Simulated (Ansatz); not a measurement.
The start is a generated cell, AlNi built in the NaTl structure type. The structure is fully relaxed (lattice and positions, P = 0) with PBE (plane waves to 420 eV, PAW, scalar-relativistic; Ansatz, a first-principles code). The first steps use a coarse 10×10×10 k-mesh.

Input geometry:
```
CELL_PARAMETERS angstrom
      0.00000     2.91913     2.91913
      2.91913     0.00000     2.91913
      2.91913     2.91913     0.00000
ATOMIC_POSITIONS crystal
  Al 0.25000 0.25000 0.25000
  Al 0.00000 0.00000 0.00000
  Ni 0.50000 0.50000 0.50000
  Ni 0.75000 0.75000 0.75000
```
Spin-polarised start, with parallel moments on Ni.

**Question.** How much energy is released per atom?

**Answer.** Under 0.01 eV/atom.

**Question.** How does the volume per atom move from start to end?

**Answer.** +0.4 %, from 12.44 to 12.49 Å³/atom.

**Question.** What does it relax into? Give the structure.

**Answer.** 
Space group Fd-3m, origin choice 1 (No. 227); a = b = c = 5.847 Å, α = β = γ = 90.00°

| atom | site | symmetry | x | y | z |
|---|---|---|---|---|---|
| Al | 8b | -43m | 0.5000 | 0.5000 | 0.5000 |
| Ni | 8a | -43m | 0.0000 | 0.0000 | 0.0000 |
(The calculation used a cell of 4 atoms; values per cell refer to that cell.)

The space group stays Fd-3m (No. 227) (the run could not lower it); the end is AFLOW prototype AB_cF16_227_a_b (B32, as in NaTl), with 4 atoms in the primitive cell. Final values are on a 14×14×14 k-mesh of the relaxed cell. No spin polarisation in the result: the starting moments vanished. A magnetic state may lie lower.

The run could not lose the symmetry of its start: the end is stationary, and may be a saddle point rather than a minimum.

All atoms sit on sites fixed by symmetry, so only the cell could relax.

The relaxed structure here is a generated cell of AlNi: the first start was made by placing the elements on the sites of a structure type, and the end was not matched to a known phase here, so it may be hypothetical. Known forms of AlNi include space group No. 221.
